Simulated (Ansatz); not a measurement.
LaNbHO$_{2}$:
```
LaNbHO2
1.0
    4.09399     0.00000     0.00000
    0.00000     4.09399     0.00000
    0.00000     0.00000     3.65501
La Nb O H
1 1 2 1
Direct
  0.50000   0.50000   0.50000
  0.00000   0.00000   0.00000
  0.50000   0.00000   0.00000
  0.00000   0.50000   0.00000
  0.00000   0.00000   0.50000
```

Relaxed with PBEsol. Special points in fractions of this cell's reciprocal vectors: Γ (0.000, 0.000, 0.000); X (0.000, 0.500, 0.000); M (0.500, 0.500, 0.000); Z (0.000, 0.000, 0.500); R (0.000, 0.500, 0.500); A (0.500, 0.500, 0.500).

### Question
List the band energies nearest the Fermi level at these points for plane-wave PAW PBEsol with spin–orbit coupling (Ansatz code).

### Answer
In eV from the Fermi level; about four levels below and three above (degenerate sets whole), none deeper than 8.9 eV; points with the same levels are listed once.

```csv
k,below,above
Γ,-0.56 -0.56 -0.40 -0.40,0.75 0.75 1.46 1.46
X,-0.40 -0.40 -0.35 -0.35,1.04 1.04 1.12 1.12
M,-6.65 -6.65 -6.65 -6.65 -4.68 -4.68,1.13 1.13 1.17 1.17
Z,-1.37 -1.37 -1.05 -1.05,0.68 0.68 1.55 1.55
R,-3.68 -3.68 -2.57 -2.57,0.62 0.62 0.72 0.72
A,-5.14 -5.14 -4.57 -4.57,0.67 0.67 0.75 0.75
```

Space group P4/mmm. The start of the workflow was typed in or built on a structure type; neither database checked (COD, Materials Project) lists it. Its standing as an ambient phase is unchecked. The cell was relaxed with PBEsol under the symmetry of its start. At this level the phase is dynamically unstable (imaginary phonons). The workflow began spin-polarised and lost its moments.

Potentials: the earlier of the program's two PAW sets. The files were generated under PBE; for other functionals the program regenerates the frozen cores, and for LDA and PBEsol the local potential too.
